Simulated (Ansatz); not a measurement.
## Vibrational response of TaN at -3 GPa

Computed with Ansatz 0.2.0, DFT LDA, scalar-relativistic, plane waves, PAW. Cutoff 420 eV, 16×16×16 k-points (Γ-centred), Fermi-Dirac smearing of 0.15 eV. No spin polarisation. Phonons by linear response, acoustic sum rule imposed.

The cell, relaxed at -3 GPa:
```
Ta N
1.0
     0.00000    2.18064    2.18064
     2.18064    0.00000    2.18064
     2.18064    2.18064    0.00000
Ta N
1 1
Direct
  0.50000 0.50000 0.50000
  0.00000 0.00000 0.00000
```

In a metal, frequencies and elastic constants depend on the k mesh and the smearing, soft modes and shear constants most. Spin–orbit coupling is left out, which can shift energies with elements as heavy as these.

Task: Is this structure stable against zone-centre distortions?

Result: Yes, at Γ: no optical mode is imaginary. Strains and other wave vectors aren't tested by this run.

Task: List the optical modes at Γ (i marks imaginary ones).

Result:
| frequency (cm⁻¹) | degeneracy |
| --- | --- |
| 413 | 3 |

This rock-salt form isn't the usual stable structure of the compound at low pressure.

Cost: 1 run of about 0.58 core-minutes, on Intel Xeon Processor @ 2.70GHz (shared hosts).